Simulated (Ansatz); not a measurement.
# Yb2SeS2: settings compared (Ansatz)

input.yaml:

```yaml
crystal:
  lattice:
    - [4.402754, 0.735462, -0.245524]
    - [0.345926, 5.028622, -0.059157]
    - [-0.26596, -0.550836, 4.890081]
  atoms:
    - { symbol: Se, position: [0.47744, 0.825885, 0.551699] }
    - { symbol: Yb, position: [0.436752, 0.424553, 0.091468] }
    - { symbol: Yb, position: [0.997918, 0.978654, 0.885943] }
    - { symbol: S, position: [0.928361, 0.679159, 0.346381] }
    - { symbol: S, position: [0.211188, 0.293023, 0.547321] }
kpoints:
  mp_grid: { grid: [4, 4, 4], shift: [0.5, 0.0, 0.5] }
magnetization:
  spin_polarized: true
scf:
  occupations: { method: fermi_dirac }
hamiltonian:
  pseudopotentials: { kind: paw }
  xc: pbe
basis:
  ecutwfc: 420
output:
  forces: true
  stress: true
  eigenvalues: true
```

Launch command:

```bash
ansatz run input.yaml --threads 1 --pin off --max-ram 2560MiB --backend cpu --events-out ev --progress --plain --runs-dir out
```

Origin of the cell: a disordered cell, so it need not be a known compound.

The smearing width isn't typed, so it takes its default of 0.1 eV.

Output of this run (shortened):

```
Pseudopotentials: kind: paw
Pseudopotential: Se, paw, valence charge 16, recommended cutoff 420 eV (normal), Se.paw.azcp
Pseudopotential: Yb, paw, valence charge 24, recommended cutoff 420 eV (normal), Yb.paw.azcp
Pseudopotential: S, paw, valence charge 6, recommended cutoff 420 eV (normal), S.paw.azcp
Functional definition: PBE
  exchange = pbe_x(kappa = kappa, mu = beta*pi^2/3)
  correlation = pbe_c(beta = beta)
Crystal: 5 atoms, lattice volume = 106.608 Å³
Basis set: ecut = 420 eV, 2079 PW (Γ), exchange–correlation on 60×72×72 points (8 copies of the dense FFT grid, shifted against one another)
Bands: 46, of which v1, the nominal top of the filled ones, is band 38 counted from 1 (37 counted from 0)
Symmetry: 1 space group operations
Space group: P1 (ITA 1), of the structure as read, at distance tolerance 4.7e-5 Å
[… 8 lines left out …]
Initial density: superposition of atomic densities (chi_scale 0.1, normalization cell, long waves kept (reshape's long-wave potential 0.00 eV rms))
Functional: x = pbe(κ = 0.804, μ = 0.219515), c = pbe(β = 0.066725)
SCF iter   1: F=—  HF=-34865.278949 eV  Δρ=1.57e-2  dr2=1.64e0  dr2_m=0.00e0  M=0.000 μB ∫|m|=0.000 μB
SCF iter   2: F=—  HF=-34865.118094 eV  Δρ=1.26e-2  dr2=1.07e0  dr2_m=0.00e0  M=0.000 μB ∫|m|=0.000 μB
SCF iter   3: F=—  HF=-34865.504126 eV  Δρ=2.38e-2  dr2=2.34e0  dr2_m=0.00e0  M=0.000 μB ∫|m|=0.000 μB  recentre
SCF iter   4: F=—  HF=-34857.912366 eV  Δρ=1.98e-1  dr2=2.79e1  dr2_m=1.30e1  M=7.441 μB ∫|m|=7.457 μB
SCF iter   5: F=—  HF=-34863.495914 eV  Δρ=9.47e-2  dr2=3.45e0  dr2_m=6.21e0  M=2.164 μB ∫|m|=2.193 μB  defer=20
[… 18 lines left out …]
SCF iter  24: F=—  HF=-34864.914808 eV  Δρ=1.23e-4  dr2=6.87e-5  dr2_m=0.00e0  M=0.000 μB ∫|m|=0.000 μB
SCF iter  25: F=—  HF=-34864.914808 eV  Δρ=3.90e-5  dr2=6.78e-6  dr2_m=0.00e0  M=0.000 μB ∫|m|=0.000 μB
SCF iter  26: F=—  HF=-34864.914807 eV  Δρ=1.49e-5  dr2=1.18e-6  dr2_m=0.00e0  M=0.000 μB ∫|m|=0.000 μB
SCF iter  27: F=—  HF=-34864.914808 eV  Δρ=3.01e-5  dr2=4.39e-6  dr2_m=0.00e0  M=0.000 μB ∫|m|=0.000 μB  recentre
SCF iter  28: F=-34864.914807 eV  HF=-34864.914807 eV  Δρ=4.45e-6  dr2=9.88e-8  dr2_m=0.00e0  M=0.000 μB ∫|m|=0.000 μB
SCF 1 converged in 28 iterations: F = -34864.914807 eV  dr2 = 9.88e-8
SCF converged after 28 iterations
Magnetization: 0.0000 μB (38.0000 up, 38.0000 down)
Absolute magnetization: 0.0000 μB (∫|ρ↑−ρ↓|)
Spin contamination: 0.0000 ħ² per cell (⟨S²⟩ above its minimum at these occupations)
Per-site moments (μB) at R_I (Å): [(0.0, 0.946591), (0.0, 1.118022), (0.0, 1.144863), (0.0, 0.946591), (0.0, 0.958364)]
Free energy (F): -34864.914807 eV
Harris-Foulkes:  -34864.914807 eV  (|F-HF|=9.32e-8)
Internal energy: -34864.780822 eV  (E = F + TS)
E sigma→0 (E₀):  -34864.847814 eV
Entropy (-TS):   -0.133986 eV (-26.797 meV/atom)
Fermi energy:    12.803266 eV
--- Per-component energies (eV) ---
  E_band       = -175.877029
  E_kinetic    = 1060.671427
  E_local      = -15030.295133  (includes V_loc(G=0)·N_el)
  E_nonlocal   = 556.521756
  E_hartree    = 6740.330448
  E_xc         = -633.723387
  E_vxc        = -691.479685  (∫ρ·V_xc dr)
  E_paw        = -17816.275326  (= ΣΔE_a)
  E_vpaw       = 448.070662  (= ΣTr[D̂ρ^β])
  E_aug_tail   = -0.000583  (compensation charges beyond the density's cutoff)
  E_ewald      = -9742.010022
  E_smearing   = -0.133986  (= −TS)
  Σ components = -34864.914807   (vs F -34864.914807, Δ=0.00e0)
--- Forces (eV/Å), atoms counted from 1 ---
  atom   1  Se    -0.575612    -0.117283     2.518217
  atom   2  Yb     0.611146     0.436009     0.406502
  atom   3  Yb    -0.680433    -0.622165    -0.228395
  atom   4  S      0.907331     0.672495    -2.701856
  atom   5  S     -0.262431    -0.369044     0.005567
  max |Σ_I F_I| component: 3.51e-5 eV/Å
--- Stress (GPa, compression-positive) ---
       24.304034      -7.098717      -4.994473
       -7.098717      14.357721       1.431197
       -4.994474       1.431198      -0.616309
  P = ⅓ Tr σ = 12.6818 GPa (126.818 kbar)
```

The same input was run again with these changes:

1. `scf.occupations.width` default → 0.3
2. `magnetization` { spin_polarized: true } → { spin_polarized: true } (starts: small); `scf.algorithm` default → direct_min; `scf.mixing.preconditioner` default → ldos; typed moments: Se1 0.2, Yb2 0.2, Yb3 0.2, S4 0.2, S5 0.2
3. `scf.algorithm` default → density_mixing; `kpoints.mp_grid.grid` [4, 4, 4] → [5, 5, 5]
4. `hamiltonian.xc` pbe → rpbe; `basis.ecutrho_ratio` default → 9

| run | end | SCF iterations | P (GPa) | max force component (eV/Å) | moment (μB) | ΔE(σ→0) (meV/atom) |
| --- | --- | --- | --- | --- | --- | --- |
| base | converged | 28 | 12.68 | 2.702 | 0.00 | 0 |
| 1 | converged | 40 | 12.98 | 2.550 | 0.00 | 6.49 |
| 2 | converged | 13 | 12.68 | 2.702 | 0.00 | 0.00 |
| 3 | converged | 33 | 12.66 | 2.872 | 0.00 | 3.77 |
| 4 | converged | 44 | 15.11 | 2.787 | 0.00 | – |

Energies are compared only where functional, datasets, charge and starting cell are the same.

Not properties of the system: run 1 (too coarse or loose: `scf.occupations.width` = 0.3).

Caveats of the base run: f shells without a U or exact exchange are poorly placed; no spin-orbit coupling, though heavy elements are present; spin is on but no moment was typed; the k mesh is coarse if the cell is a metal.

Run 1: wide smearing.
Run 2: a starting moment was lost; typed moments were cut to what the open shells hold.
Run 4: forces of this functional can be a tenth off on datasets made under PBE.

The base run took 60 s on 1 thread of Arm Neoverse V2, on a shared host, peak memory 0.51 GiB, from the program's own first density.
